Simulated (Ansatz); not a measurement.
Each is relaxed and computed with DFT-PBE+D3(BJ) in the program Ansatz with PAW potentials. Which is the only one with a gap?
(A) AlP, P6_3/mmc (Al on 2c, P on 2d)
(B) Si2Ni, P6/mmm (Ni on 1a, Si on 2d)
(C) Si12W, P6/mmm (W on 1a, Si on 12n)
(D) Si2MoN4, P6_3/mmc (Mo on 2c, N on 4f, Si on 4f, N on 4e)

D, Si2MoN4, P6_3/mmc (Mo on 2c, N on 4f, Si on 4f, N on 4e). Si2MoN4: gap 1.72 eV (indirect); Si12W: metal; AlP: metal; Si2Ni: metal. Constructed cells (a structure type filled with these elements, in neither database checked): AlP, P6_3/mmc (Al on 2c, P on 2d); Si2Ni, P6/mmm (Ni on 1a, Si on 2d). Typed or built starts, not in the databases checked: Si2MoN4, P6_3/mmc (Mo on 2c, N on 4f, Si on 4f, N on 4e); Si12W, P6/mmm (W on 1a, Si on 12n). Not the usual ambient phase: AlP, P6_3/mmc (Al on 2c, P on 2d); Si2Ni, P6/mmm (Ni on 1a, Si on 2d). Began spin-polarised and lost the moments: Si2MoN4, P6_3/mmc (Mo on 2c, N on 4f, Si on 4f, N on 4e); Si2Ni, P6/mmm (Ni on 1a, Si on 2d). All cells were relaxed under the symmetry of their starts (and spin orders); stability against distortions was not tested throughout. Rows with no word on spin ran without spin polarisation. Scalar-relativistic: spin–orbit coupling is off unless named, which matters more the heavier the elements.

Potentials: the earlier of the program's two PAW sets.
